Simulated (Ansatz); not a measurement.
Ta2O5: zone-centre modes

Theory: DFT PBEsol, scalar-relativistic, plane waves, PAW in Ansatz. Plane waves to 420 eV; Γ-centred k mesh 8×2×8; fixed occupations. No spin polarisation. Phonons by linear response, acoustic sum rule imposed.

The cell, relaxed at this level:
```
CELL_PARAMETERS angstrom
3.83831 0.00000 0.00000
0.00000 12.99309 0.00000
0.00000 0.00000 3.86872
ATOMIC_POSITIONS crystal
Ta 0.00000 0.14617 0.02132
Ta 0.50000 0.35383 0.97868
Ta 0.50000 0.64617 0.97868
Ta 0.00000 0.85383 0.02132
O 0.50000 0.18517 0.00197
O 0.00000 0.31483 0.99803
O 0.00000 0.68517 0.99803
O 0.50000 0.81483 0.00197
O 0.00000 0.85061 0.50733
O 0.50000 0.64939 0.49267
O 0.50000 0.35061 0.49267
O 0.50000 0.50000 0.99543
O 0.00000 0.00000 0.00457
O 0.00000 0.14939 0.50733
```

Spin–orbit coupling is left out, which matters for heavy elements.

Optical modes at Γ (transverse, no macroscopic field); i marks an imaginary frequency:
| frequency (cm⁻¹) | degeneracy | IR intensity of the level ((D/Å)²/amu) |
| --- | --- | --- |
| 24 | 1 | 0.00 |
| 39 | 1 | 0.00 |
| 42 | 1 | 0.00 |
| 45 | 1 | 0.13 |
| 77 | 1 | 0.00 |
| 86 | 1 | 28.33 |
| 103 | 1 | 0.00 |
| 134 | 1 | 0.00 |
| 136 | 1 | 0.00 |
| 141 | 1 | 0.00 |
| 163 | 1 | 163.45 |
| 167 | 1 | 0.00 |
| 170 | 1 | 50.38 |
| 185 | 1 | 21.26 |
| 205 | 1 | 32.16 |
| 212 | 1 | 0.00 |
| 216 | 1 | 0.00 |
| 222 | 1 | 0.24 |
| 233 | 1 | 0.00 |
| 244 | 1 | 0.00 |
| 260 | 1 | 0.00 |
| 270 | 1 | 1.60 |
| 271 | 1 | 0.00 |
| 284 | 1 | 0.00 |
| 311 | 1 | 1.43 |
| 365 | 1 | 62.58 |
| 464 | 1 | 0.00 |
| 484 | 1 | 0.00 |
| 522 | 1 | 0.00 |
| 522 | 1 | 127.56 |
| 533 | 1 | 0.00 |
| 540 | 1 | 16.13 |
| 546 | 1 | 0.00 |
| 553 | 1 | 0.29 |
| 565 | 1 | 184.82 |
| 667 | 1 | 0.00 |
| 667 | 1 | 0.00 |
| 849 | 1 | 79.99 |
| 991 | 1 | 0.00 |

All 39 optical modes at Γ are real: no displacement of atoms at fixed cell lowers the energy to second order. Strains and modes at other wave vectors aren't tested by this run.

| Property | Result |
| --- | --- |
| Electronic dielectric constant ε∞ (principal values) | 4.69, 4.75, 6.44 |
| Static dielectric constant ε0 (principal values) | 31.2, 60.9, 88.6 |
| Refractive index √ε∞, mean | 2.30 |
| Kohn–Sham gap on the mesh | 2.27 eV |
| Cost | 19 min on 4 threads of Arm Neoverse N1, on a shared host, peak memory 4 GiB |

Born effective charges (e):
```
       atom Z*xx Z*yy Z*zz mean
Ta (atom 1)   6.80   7.01   9.58   7.80
 O (atom 5)  -5.16  -2.50  -1.40  -3.02
 O (atom 9)  -1.27  -1.23  -7.51  -3.34
O (atom 12)  -0.74  -6.55  -1.33  -2.87
```

Whether Ta2O5 exists in this form wasn't checked.